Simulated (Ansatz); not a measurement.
A geometry of Cu2O away from equilibrium: step 14 of the relaxation of a relaxed Cu2O cell displaced along its unstable phonon at q = (0, 0, ½) of its primitive reciprocal cell (311i cm⁻¹), largest move 0.15 Å. These are PBE (plane waves to 420 eV, PAW, scalar-relativistic; Ansatz, a first-principles code) values and carry that method's errors. Γ-centred k-mesh 10×10×7 on the run's cell (coarser than for final values), Fermi–Dirac smearing 0.05 eV.

```
CELL_PARAMETERS angstrom
      3.56541     0.00000     0.00000
     -1.78271     4.13941     0.00000
      0.00000     0.00000     4.97965
ATOMIC_POSITIONS crystal
  O  0.16697 0.33394 0.00000
  O  0.83303 0.66606 0.50000
  Cu 0.35952 0.71904 0.25115
  Cu 0.35952 0.71904 0.74885
  Cu 0.64048 0.28096 0.24885
  Cu 0.64048 0.28096 0.75115
```

### Question
Which atoms carry the largest force, and which way does it point?

### Answer
0.01 eV/Å, on O1, O2 (atoms numbered as listed); on O1 its components are (0.00, -0.01, 0.00).

### Question
What is the pressure?

### Answer
+3.6 GPa, compression positive.

### Question
How much energy per atom can still be gained by relaxing?

### Answer
0.11 eV/atom; the path ends in Cmcm (No. 63).

No spin polarisation in the result. The d or f electrons are treated with no Hubbard U.

The run could not lose the symmetry of its start: the end is stationary, and may be a saddle point rather than a minimum.

The end of the path is a generated cell of Cu2O: the first start was made by placing the elements on the sites of a structure type, and the end was not matched to a known phase here, so it may be hypothetical. Known forms of Cu2O include space group No. 224.
